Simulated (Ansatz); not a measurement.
Si₃N₄:
```
Si3N4
1.0
    7.60550     0.00000     0.00000
   -3.80275     6.58656     0.00000
    0.00000     0.00000     2.90564
Si N
6 8
Cartesian
 -1.38166   5.43117   2.17923
  5.18441   1.15539   0.72641
  2.21114   1.51903   0.72641
  1.59161   5.06753   2.17923
 -0.20995   2.67442   2.17923
  4.01270   3.91214   0.72641
  0.00000   4.39104   2.17923
  3.80275   2.19552   0.72641
  4.82111   4.41093   2.17923
 -1.01836   2.17563   0.72641
 -1.40943   6.38067   0.72641
  5.21218   0.20589   2.17923
  1.37497   1.96974   2.17923
  2.42778   4.61682   0.72641
```

Relaxed with r²SCAN.

Problem. Give the Bader charges and basin volumes of the independent atoms, plane-wave PAW r²SCAN (Ansatz code).

Solution. 

```csv
atom,Bader charge (e),Bader volume (Å³)
Si1,+3.21,3.1
N7,-2.40,14.5
N9,-2.41,16.3
```

Space group P6_3/m. The cell was relaxed with r²SCAN under the symmetry of its start.

Potentials: the earlier of the program's two PAW sets. The files were generated under PBE; for other functionals the program regenerates the frozen cores, and for LDA and PBEsol the local potential too.
